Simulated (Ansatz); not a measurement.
SnTe:
```
CELL_PARAMETERS angstrom
      0.00000     3.20472     3.20472
      3.20472     0.00000     3.20472
      3.20472     3.20472     0.00000
ATOMIC_POSITIONS crystal
  Sn 0.00000 0.00000 0.00000
  Te 0.50000 0.50000 0.50000
```

Relaxed with PBE. Special points in fractions of this cell's reciprocal vectors: Γ (0.000, 0.000, 0.000); X (0.500, 0.000, 0.500); U (0.625, 0.250, 0.625); K (0.375, 0.375, 0.750); L (0.500, 0.500, 0.500); W (0.500, 0.250, 0.750).

Problem. List the band energies nearest the valence-band maximum at these points for plane-wave PAW PBE (Ansatz code).

Solution. In eV from the valence-band maximum; about four levels below and three above (degenerate sets whole), none deeper than 8.9 eV; points with the same levels are listed once.

| k | below | above |
|---|---|---|
| Γ | -4.87 -2.00 -2.00 -2.00 | 3.25 3.25 3.25 |
| X | -6.43 -5.22 -3.49 -3.49 | 2.39 4.68 4.68 |
| U | -7.24 -4.84 -3.03 -2.58 | 2.92 3.00 4.23 |
| L | -8.07 -1.68 -1.68 0.00 | 0.05 0.45 0.45 |
| W | -7.21 -4.51 -4.51 -0.81 | 0.86 4.60 4.60 |

Space group Fm-3m (rock salt). Symmetry was held in the PBE relaxation. At this level the phase is dynamically unstable (imaginary phonons). Spin–orbit coupling is left out wherever it is not named.

Potentials: the later of the program's two PAW sets.
